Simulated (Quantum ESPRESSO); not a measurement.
# Where does Ge sit best among Ga sites?

Calculated results; nothing here was measured. They come from pw.x of Quantum ESPRESSO 7.5, a plane-wave density functional program, with PseudoDojo standard norm-conserving files (v0.5 for PBE, v0.4.1 for LDA and PBEsol). The cells are made up: elements, strain and atom displacements were drawn at random, and nothing was relaxed. There is no spin polarisation, spin-orbit coupling or dispersion term.

The cell has 8 sites of a zincblende or diamond lattice. Sites 1 to 4 hold X X X X; sites 5 to 8 hold S As As Si. Cell vectors in Å: (5.708, 0.000, 0.000); (0.000, 5.708, 0.000); (0.000, 0.000, 5.708). Settings: PBE, cutoff 1143 eV, 6 x 6 x 6 k mesh shifted by half a step, Fermi-Dirac smearing of 0.1 eV.

In each run one of the sites marked X holds Ge and the others hold Ga; cell and positions stay the same. E is the free energy of the cell.

| site of the guest | first shell | mean distance (Å) | E above the lowest (eV) | P (GPa) | force on the guest (eV/Å) |
| --- | --- | --- | --- | --- | --- |
| 1 | As2SSi | 2.425 | 0.144 | 1.87 | 1.482 |
| 2 | As2SSi | 2.471 | 0.072 | 1.78 | 1.178 |
| 3 | As2SSi | 2.485 | 0.056 | 1.65 | 1.153 |
| 4 | As2SSi | 2.517 | 0.000 | 1.74 | 1.426 |

A rerun of one of these cells at 1437 eV and k mesh 8 x 8 x 8 moved values by no more than 0.002 eV in the cell's energy, 0.02 GPa in stress and 0.007 eV/Å in force.

## Reading the table

Site 4 is lowest, by 0.056 eV, over three times the rerun's bound. A straight line of energy against the mean distance has a slope of -1.6 ± 0.1 eV/Å, so the guest costs less on the roomier sites. The positions are random and not relaxed, so the differences hold for this frozen cell and are not site preferences of a real crystal.